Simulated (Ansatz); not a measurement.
## Formation energy of EuCd in the CsCl-type structure

The computed numbers are results of PBEsol, scalar-relativistic (collinear spin) in the plane-wave PAW code Ansatz at 420 eV, Γ-centred 8×8×8 mesh, 0.05 eV Gaussian smearing. The datasets are Ansatz's generated set soft_2.

The structure was built from a prototype; whether the compound forms in it isn't claimed.

The structure is cubic, space group Pm-3m (No. 221). The conventional cell has a = 3.833 Å, b = 3.833 Å, c = 3.833 Å, α = 90.00°, β = 90.00°, γ = 90.00°. Eu (site symmetry m-3m) is surrounded by 8 Cd at 3.32 Å. Around Cd (site symmetry m-3m) lie 8 Eu at 3.32 Å. (Shells end 15 % past the nearest neighbour.)

The elements were computed in their standard states with the same datasets, cutoff and functional. The compound's run is ferromagnetic, with site spin moments Eu 6.83; Cd 0.05 μB. Total energies depend on the potentials used, so only differences within one code and one set of settings carry meaning.

Energy of the relaxed cell (2 atoms, smearing extrapolated to zero): -16849.213 eV. Elements, in eV/atom: Eu -8664.407, Cd -8184.065.

Question: What is the formation energy?

Answer: [-16849.213 − (1 × -8664.407 + 1 × -8184.065)] / 2 = -0.37 eV/atom, or -36 kJ per mole of atoms.

The value is for 0 K, without zero-point energy. A negative value shows stability against the elements alone, not against other compounds or structures.

Without a U the 4f levels of Eu lie too near the Fermi level, so their share of the states there, and what hangs on it, is overstated. No spin–orbit coupling, a notable omission for heavy elements. The run wasn't fully tested for a lower electronic state. Site moments are of spin, integrated over atomic spheres. No antiparallel order was tried.
